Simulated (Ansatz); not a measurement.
Au:
```xyz
2
Lattice="2.8756 0.0000 0.0000 -1.4378 2.4903 0.0000 0.0000 0.0000 4.7571" Properties=species:S:1:pos:R:3 pbc="T T T"
Au     0.0000     1.6602     3.5678
Au     1.4378     0.8301     1.1893
```

This is the PBEsol-relaxed structure. x, y and z are the axes in which the lattice vectors are written.

Problem. All from PBEsol (plane waves, PAW; program Ansatz), unless another level is named. Give the Hill bulk and shear moduli.

Solution. 173 and 29.4 GPa.

Problem. Give the elastic constants (relaxed ions, GPa).

Solution. C11 = 214, C12 = 165, C13 = 140, C33 = 238, C44 = 27.3.

Space group P6_3/mmc (hcp (Mg type)). The workflow started from a Materials Project entry (that database holds measured and hypothetical structures alike); the Crystallography Open Database files this formula in space group No. 194, but the cells were not matched. It is not the phase usual at ambient conditions (space group No. 225). The PBEsol relaxation kept the symmetry of its start; its stability against distortions is not shown here. As this level gives no gap, shear constants depend on the k-mesh and smearing (Fermi–Dirac, 0.1 eV here). On the denser mesh and wider smearing of the elastic run this cell carries a stress of 0.8 GPa. Spin–orbit coupling is left out wherever it is not named.

Potentials: the later of the program's two PAW sets.
